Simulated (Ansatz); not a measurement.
Ge2Mo in space group Pnma (No. 62; Ge on 4c, Mo on 4c, Ge on 4c) under volume change, PBEsol (plane waves, PAW; program Ansatz), shape and atoms relaxed at each volume.

| V (Å³/atom) | E − E(relaxed) (meV/atom) | P (GPa) |
|---|---|---|
| 14.074 | 81.5 | 20.48 |
| 14.538 | 34.1 | 12.48 |
| 15.002 | 8.0 | 5.71 |
| 15.466 | 0.0 | 0.00 |
| 15.930 | 7.2 | -4.83 |
| 16.394 | 27.2 | -8.90 |
| 16.858 | 58.1 | -12.32 |

Problem. What does a third-order Birch–Murnaghan fit give for V₀, B₀ and B′?

Solution. V₀ = 15.47 Å³/atom, B₀ = 175 GPa, B′ = 4.6.

The workflow started from an entry of the Crystallography Open Database (COD). Its standing as an ambient phase is unchecked. The cell was relaxed with PBEsol under the symmetry of its start; whether a distortion lowers the energy is not shown. No spin polarisation was allowed.

Potentials: the later of the program's two PAW sets.
